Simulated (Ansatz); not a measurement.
**KBr: what the electron mass says about interband coupling**

Method: Ansatz, DFT r2SCAN, scalar-relativistic, plane waves, PAW.

Plane waves to 500 eV, a k mesh through Γ of 6×6×6 on the computed 2-atom cell and Gaussian smearing (0.02 eV); no spin polarisation.

Relaxed cell: Fm-3m, a = 6.604 Å, b = 6.604 Å, c = 6.604 Å, α = 90.00°, β = 90.00°, γ = 90.00°, 2 atoms in the primitive cell.

The direct gap at Γ is 5.071 eV, and at Γ the conduction band has a mass of 0.3858 mₑ and the lightest hole 0.6149 mₑ, both along x.

**Question.** Use two-band k·p theory to get the Kane energy. As an exercise, what mass follows if the true gap is 1.5 times the computed one (semilocal functionals can miss by more, threefold or worse in zinc and cadmium oxides)?

**Answer.** Coupling to the valence top alone gives mₑ/m* = 1 + E_P/E_g, so E_P = E_g (mₑ/m* − 1) = 5.071 × (2.59 − 1) = 8.1 eV. The light hole is the mirror band, mₑ/mₗₕ = E_P/E_g − 1, and gives 13.3 eV; the spread shows what other bands add. Fits to experiment give about 15 to 31 eV for common tetrahedral semiconductors; the figure from the electron is a net one, lowered by higher conduction bands, and semilocal functionals tend to give less. With E_P fixed and E_g = 7.61 eV the mass becomes 0.485 mₑ: in this model the mass grows with the gap, in proportion where E_P ≫ E_g, which is why functionals that close gaps give light electrons. A correction that opens the gap also strengthens the coupling, so the true mass usually rises less. Remote bands and spin-orbit splitting are left out of the model.

Cost: 3 runs of about 0.44 core-minutes in all, on Arm Neoverse V1 (shared hosts).